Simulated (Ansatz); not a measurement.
Geometry optimisation in Ansatz: input, command and trajectory.

```yaml
crystal:
  lattice:
    - [3.1719575857, 0.0, 0.0]
    - [-1.5859787929, 2.746995849, 0.0]
    - [0.0, 0.0, 35.4120299836]
  atoms:
    - { symbol: Mo, position: [0.6666666667, 0.3333333333, 0.9101604177] }
    - { symbol: Mo, position: [0.6666666667, 0.3333333333, 0.2689579066] }
    - { symbol: Mo, position: [0.3333333333, 0.6666666667, 0.7310420934] }
    - { symbol: Mo, position: [0.3333333333, 0.6666666667, 0.0898395823] }
    - { symbol: S, position: [0.3333333333, 0.6666666667, 0.9546050736] }
    - { symbol: S, position: [0.3333333333, 0.6666666667, 0.3133692912] }
    - { symbol: S, position: [0.6666666667, 0.3333333333, 0.7754940347] }
    - { symbol: S, position: [0.6666666667, 0.3333333333, 0.1342851563] }
    - { symbol: S, position: [0.3333333333, 0.6666666667, 0.8657148437] }
    - { symbol: S, position: [0.3333333333, 0.6666666667, 0.2245059653] }
    - { symbol: S, position: [0.6666666667, 0.3333333333, 0.6866307088] }
    - { symbol: S, position: [0.6666666667, 0.3333333333, 0.0453949264] }
basis:
  ecutwfc: 420
kpoints:
  mp_grid: { grid: [12, 12, 1] }
hamiltonian:
  xc: pbesol
scf:
  occupations: { method: gaussian, width: 0.02 }
output:
  forces: true
  stress: true
  eigenvalues: true
  write_density: true
  write_potential: true
  elf: true
  volumetric_format: npy
relax:
  adjacent_minimum: "off"
  f_tol: 0.01
  max_steps: 30
  cell: { stress_tol: 0.1, fix: [volume] }
```

```bash
ansatz run input.yaml --threads 2 --pin off --max-ram 5120MiB --backend cpu --events-out ev --progress --plain --runs-dir out
```

These are results of DFT PBEsol, scalar-relativistic, plane waves, PAW (Ansatz), not measurements.

The volume is held at 1.06 times that of the relaxed cell.

Of 7 frames 6 are shown, positions in Å and forces in eV/Å; the SCF threshold varies from step to step. Steps run on the plane waves of an earlier cell, with a Pulay correction in the pressure. The basis is chosen afresh for the last frame, the zero of the energies, and at times for earlier ones too; energy and pressure step there, also at an unchanged geometry.

```xyz
12
Lattice="3.1720 0.0000 0.0000 -1.5860 2.7470 0.0000 0.0000 0.0000 35.4120" Properties=species:S:1:pos:R:3:forces:R:3 pbc="T T T" step=1 free_energy_over_end_meV_per_atom=6.99 pressure_GPa=-2.98
Mo    1.5860    0.9157   32.2306    0.0000    0.0000    0.0007
Mo    1.5860    0.9157    9.5243    0.0000    0.0000   -0.0002
Mo    0.0000    1.8313   25.8877    0.0000    0.0000    0.0002
Mo    0.0000    1.8313    3.1814    0.0000    0.0000   -0.0007
S     0.0000    1.8313   33.8045    0.0000    0.0000   -0.4633
S     0.0000    1.8313   11.0970    0.0000    0.0000   -0.4732
S     1.5860    0.9157   27.4618    0.0000    0.0000   -0.4650
S     1.5860    0.9157    4.7553    0.0000    0.0000   -0.4650
S     0.0000    1.8313   30.6567    0.0000    0.0000    0.4650
S     0.0000    1.8313    7.9502    0.0000    0.0000    0.4650
S     1.5860    0.9157   24.3150    0.0000    0.0000    0.4732
S     1.5860    0.9157    1.6075    0.0000    0.0000    0.4633
12
Lattice="3.1411 0.0000 0.0000 -1.5705 2.7202 0.0000 0.0000 0.0000 36.1119" Properties=species:S:1:pos:R:3:forces:R:3 pbc="T T T" step=2 free_energy_over_end_meV_per_atom=0.78 pressure_GPa=0.39
Mo    1.5705    0.9067   32.8756    0.0000    0.0000    0.0006
Mo    1.5705    0.9067    9.6841    0.0000    0.0000   -0.0118
Mo    0.0000    1.8135   26.4278    0.0000    0.0000    0.0118
Mo    0.0000    1.8135    3.2363    0.0000    0.0000   -0.0006
S     0.0000    1.8135   34.4286    0.0000    0.0000    0.1316
S     0.0000    1.8135   11.2355    0.0000    0.0000    0.1287
S     1.5705    0.9067   27.9807    0.0000    0.0000    0.1368
S     1.5705    0.9067    4.7894    0.0000    0.0000    0.1309
S     0.0000    1.8135   31.3225    0.0000    0.0000   -0.1309
S     0.0000    1.8135    8.1311    0.0000    0.0000   -0.1368
S     1.5705    0.9067   24.8763    0.0000    0.0000   -0.1287
S     1.5705    0.9067    1.6833    0.0000    0.0000   -0.1316
12
Lattice="3.1414 0.0000 0.0000 -1.5707 2.7205 0.0000 0.0000 0.0000 36.1048" Properties=species:S:1:pos:R:3:forces:R:3 pbc="T T T" step=3 free_energy_over_end_meV_per_atom=0.32 pressure_GPa=-0.18
Mo    1.5707    0.9068   32.8731    0.0000    0.0000    0.0027
Mo    1.5707    0.9068    9.6252    0.0000    0.0000   -0.0032
Mo    0.0000    1.8137   26.4796    0.0000    0.0000    0.0032
Mo    0.0000    1.8137    3.2317    0.0000    0.0000   -0.0027
S     0.0000    1.8137   34.4339    0.0000    0.0000   -0.0229
S     0.0000    1.8137   11.1847    0.0000    0.0000   -0.0304
S     1.5707    0.9068   28.0404    0.0000    0.0000   -0.0194
S     1.5707    0.9068    4.7926    0.0000    0.0000   -0.0258
S     0.0000    1.8137   31.3122    0.0000    0.0000    0.0258
S     0.0000    1.8137    8.0645    0.0000    0.0000    0.0194
S     1.5707    0.9068   24.9202    0.0000    0.0000    0.0304
S     1.5707    0.9068    1.6709    0.0000    0.0000    0.0229
12
Lattice="3.1440 0.0000 0.0000 -1.5720 2.7228 0.0000 0.0000 0.0000 36.0451" Properties=species:S:1:pos:R:3:forces:R:3 pbc="T T T" step=4 free_energy_over_end_meV_per_atom=0.17 pressure_GPa=-0.23
Mo    1.5720    0.9076   32.8389    0.0000    0.0000    0.0026
Mo    1.5720    0.9076    9.5474    0.0000    0.0000   -0.0012
Mo    0.0000    1.8152   26.4977    0.0000    0.0000    0.0012
Mo    0.0000    1.8152    3.2062    0.0000    0.0000   -0.0026
S     0.0000    1.8152   34.3983    0.0000    0.0000   -0.0160
S     0.0000    1.8152   11.1055    0.0000    0.0000   -0.0215
S     1.5720    0.9076   28.0571    0.0000    0.0000   -0.0141
S     1.5720    0.9076    4.7658    0.0000    0.0000   -0.0210
S     0.0000    1.8152   31.2793    0.0000    0.0000    0.0210
S     0.0000    1.8152    7.9880    0.0000    0.0000    0.0141
S     1.5720    0.9076   24.9396    0.0000    0.0000    0.0215
S     1.5720    0.9076    1.6468    0.0000    0.0000    0.0160
12
Lattice="3.1436 0.0000 0.0000 -1.5718 2.7225 0.0000 0.0000 0.0000 36.0527" Properties=species:S:1:pos:R:3:forces:R:3 pbc="T T T" step=5 free_energy_over_end_meV_per_atom=0.02 pressure_GPa=-0.12
Mo    1.5718    0.9075   32.9164    0.0000    0.0000   -0.0027
Mo    1.5718    0.9075    9.4153    0.0000    0.0000    0.0012
Mo    0.0000    1.8150   26.6375    0.0000    0.0000   -0.0012
Mo    0.0000    1.8150    3.1363    0.0000    0.0000    0.0027
S     0.0000    1.8150   34.4751    0.0000    0.0000   -0.0105
S     0.0000    1.8150   10.9727    0.0000    0.0000   -0.0059
S     1.5718    0.9075   28.1963    0.0000    0.0000   -0.0061
S     1.5718    0.9075    4.6952    0.0000    0.0000   -0.0115
S     0.0000    1.8150   31.3576    0.0000    0.0000    0.0115
S     0.0000    1.8150    7.8565    0.0000    0.0000    0.0061
S     1.5718    0.9075   25.0801    0.0000    0.0000    0.0059
S     1.5718    0.9075    1.5776    0.0000    0.0000    0.0105
12
Lattice="3.1416 0.0000 0.0000 -1.5708 2.7207 0.0000 0.0000 0.0000 36.0986" Properties=species:S:1:pos:R:3:forces:R:3 pbc="T T T" step=7 free_energy_over_end_meV_per_atom=0.00 pressure_GPa=-0.02
Mo    1.5708    0.9069   32.9482    0.0000    0.0000    0.0006
Mo    1.5708    0.9069    9.4341    0.0000    0.0000    0.0005
Mo    0.0000    1.8138   26.6645    0.0000    0.0000   -0.0005
Mo    0.0000    1.8138    3.1504    0.0000    0.0000   -0.0006
S     0.0000    1.8138   34.5071    0.0000    0.0000    0.0014
S     0.0000    1.8138   10.9919    0.0000    0.0000   -0.0003
S     1.5708    0.9069   28.2237    0.0000    0.0000   -0.0005
S     1.5708    0.9069    4.7094    0.0000    0.0000   -0.0004
S     0.0000    1.8138   31.3892    0.0000    0.0000    0.0004
S     0.0000    1.8138    7.8749    0.0000    0.0000    0.0005
S     1.5708    0.9069   25.1067    0.0000    0.0000    0.0003
S     1.5708    0.9069    1.5915    0.0000    0.0000   -0.0014
```

The run took 59 s on 2 threads of Intel(R) Xeon(R) 6975P-C (Granite Rapids), with other jobs on the host, peak memory 0.84 GiB.

The cell holds layers, and where no dispersion correction was added their binding is poorly described.